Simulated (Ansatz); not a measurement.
An Ansatz input:

```yaml
crystal:
  lattice:
    - [-1.8387316994, 1.8387316994, 1.8387316994]
    - [1.8387316994, -1.8387316994, 1.8387316994]
    - [1.8387316994, 1.8387316994, -1.8387316994]
  atoms:
    - { symbol: In, position: [0.0, 0.0, 0.0] }
hamiltonian:
  xc: lda
  pseudopotentials:
    kind: paw_fr
    azcp:
      In: "pseudopotentials/In.paw.azcp"
basis:
  ecutwfc: 420
  fft_grid_basis: typed
kpoints:
  mp_grid: { grid: [12, 12, 12], shift: [0, 0, 0] }
magnetization:
  noncollinear: true
  spin_orbit: true
scf:
  occupations: { method: fermi_dirac, width: 0.1 }
```

Terminal output

```
Warning: the record states the generating functional pbe (its physics header spells it `PBE`), which answers neither for hamiltonian.xc's functional nor for the lda family's — results may be inconsistent (PPs are generated against a specific XC)
Engine: ansatz 0.2.0, x86_64-unknown-linux-gnu
Pseudopotentials: kind: paw_fr
Pseudopotential: In, paw_fr, valence charge 13, recommended cutoff 420 eV (normal) 
Functional definition: SPW92
  exchange = slater_x
  correlation = pw_c
non-collinear run that drives no moment, with spin-orbit: no starting moment large enough to seed its density (crystal.atoms[].spin), no starting occupations that ask for one, no magnetisation constraint and no magnetic field, so the semilocal B_xc is pinned to zero
Crystal: 1 atoms, lattice volume = 24.867 Å³
Basis set: ecut = 420 eV, 459 PW (Γ)
Bands: 22, of which v1, the nominal top of the filled ones, is band 13 counted from 1 (12 counted from 0)
Symmetry: 48 space group operations + 48 with time reversal
Magnetic group: BNS 229.141 (UNI 1643), of the structure as read, at distance tolerance 2.9e-5 Å
k-points: 72 of 1728
Projection manifold: j_resolved (fully-relativistic pseudo-atomic orbitals)
Non-local potential: In, projectors of the file, l = 0: 2, l = 1: 4, l = 2: 4, l = 3: 4
PAW form: soft (Blöchl's): semilocal exchange-correlation on the pseudo side does not see the compensation charge
PAW frozen core: In, regenerated for the run's functional, and the local potential with it (the file was generated under x = pbe(κ = 0.804, μ = 0.2195149727645171), c = pbe(β = 0.06672455060314922))
PAW one-centre angular grid: In, 590 points (default); XC on 64 Gauss nodes
Initial density: superposition of atomic densities (chi_scale 0.1, normalization cell)
Initial wavefunctions: pseudopotential atomic-orbital guess
Functional: x = slater, c = lda
SCF iter   1: F=—  HF=-5459.044264 eV  |F-HF|=—  |Δ(HF+E_count)|=         —  Δρ=1.74e-2  dr2=9.97e-2  dr2_m=0.00e0 (ungated)  ethr=3.10e-3  |M|=0.00e0 ∫|m|=0.00e0 μB  |m|>n=0.0e0 m-floor=0.0e0 τ_xc=0.0e0  β_m=0.30  ⟨swp⟩=9.2  Hψ=5268  notcnv=0  defer=26
spin=Noncollinear: Kerker preconditioning applied to the charge; magnetization (m_x, m_y, m_z) channels mix plain (no charge-response kernel on spin).
SCF iter   2: F=—  HF=-5459.015330 eV  |F-HF|=—  |Δ(HF+E_count)|=   2.89e-2  Δρ=1.24e-2  dr2=5.20e-2  dr2_m=0.00e0 (ungated)  ethr=7.67e-4  |M|=0.00e0 ∫|m|=0.00e0 μB  |m|>n=0.0e0 m-floor=0.0e0 τ_xc=0.0e0  β_m=0.61  ⟨swp⟩=1.9  Hψ=1256  notcnv=0  defer=194
SCF iter   3: F=—  HF=-5458.994096 eV  |F-HF|=—  |Δ(HF+E_count)|=   2.12e-2  Δρ=4.07e-3  dr2=2.13e-3  dr2_m=0.00e0 (ungated)  ethr=4.00e-4  |M|=0.00e0 ∫|m|=0.00e0 μB  |m|>n=0.0e0 m-floor=0.0e0 τ_xc=0.0e0  β_m=0.81  ⟨swp⟩=2.0  Hψ=1378  notcnv=0  defer=194
SCF iter   4: F=—  HF=-5458.993665 eV  |F-HF|=—  |Δ(HF+E_count)|=   4.31e-4  Δρ=1.52e-3  dr2=6.26e-4  dr2_m=0.00e0 (ungated)  ethr=1.64e-5  |M|=0.00e0 ∫|m|=0.00e0 μB  |m|>n=0.0e0 m-floor=0.0e0 τ_xc=0.0e0  β_m=0.75  ⟨swp⟩=2.0  Hψ=1221  notcnv=0  defer=206
SCF iter   5: F=—  HF=-5458.993382 eV  |F-HF|=—  |Δ(HF+E_count)|=   2.83e-4  Δρ=3.39e-4  dr2=2.59e-5  dr2_m=0.00e0 (ungated)  ethr=4.82e-6  |M|=0.00e0 ∫|m|=0.00e0 μB  |m|>n=0.0e0 m-floor=0.0e0 τ_xc=0.0e0  β_m=0.88  ⟨swp⟩=2.2  Hψ=1115  notcnv=0  defer=206
SCF iter   6: F=—  HF=-5458.993377 eV  |F-HF|=—  |Δ(HF+E_count)|=   4.66e-6  Δρ=3.13e-5  dr2=1.97e-7  dr2_m=0.00e0 (ungated)  ethr=1.99e-7  |M|=0.00e0 ∫|m|=0.00e0 μB  |m|>n=0.0e0 m-floor=0.0e0 τ_xc=0.0e0  β_m=0.94  ⟨swp⟩=2.0  Hψ=1124  notcnv=0  defer=206
SCF iter   7: F=-5458.993378 eV  HF=-5458.993378 eV  |F-HF|=3.06e-8  |Δ(HF+E_count)|=   8.38e-8  Δρ=1.24e-5  dr2=3.54e-8  dr2_m=0.00e0 (ungated)  ethr=7.69e-10  |M|=0.00e0 ∫|m|=0.00e0 μB  |m|>n=0.0e0 m-floor=0.0e0 τ_xc=0.0e0  ⟨swp⟩=2.3  Hψ=1575  notcnv=0
SCF 1 converged in 7 iterations: F = -5458.993378 eV  dr2 = 3.54e-8
SCF converged after 7 iterations
Magnetization: |M| = 0.0000 μB,  M = (+0.0000, +0.0000, +0.0000) μB
Absolute magnetization: 0.0000 μB (∫|m|)
  site 0: m = (+0.0000, +0.0000, +0.0000) μB, |m| = 0.0000 μB  (R = 1.31 Å)
Free energy (F): -5458.993378 eV
Harris-Foulkes:  -5458.993378 eV  (|F-HF|=3.06e-8)
Internal energy: -5458.977885 eV  (E = F + TS)
E sigma→0 (E₀):  -5458.985631 eV
Entropy (-TS):   -0.015492 eV (-15.492 meV/atom)
Fermi energy:    10.606707 eV
--- Per-component energies (eV) ---
  E_band       = -18.529687
  E_kinetic    = 242.729630
  E_local      = -1046.349543  (includes V_loc(G=0)·N_el)
  E_nonlocal   = 369.211477
  E_hartree    = 408.496227
  E_xc         = -214.597192
  E_vxc        = -102.198847  (∫ρ·V_xc dr)
  E_paw        = -4014.639017  (= ΣΔE_a)
  E_vpaw       = -298.907669  (= ΣTr[D̂ρ^β])
  E_aug_tail   = 0.000025  (compensation charges beyond the density's cutoff)
  E_ewald      = -1204.120819
  E_core_change = 0.291326  (= ΣΔE_core)
  E_smearing   = -0.015492  (= −TS)
  E_closure    = -0.000000  (closes the sum)
  Σ components = -5458.993378   (vs F -5458.993378, Δ=0.00e0)
```
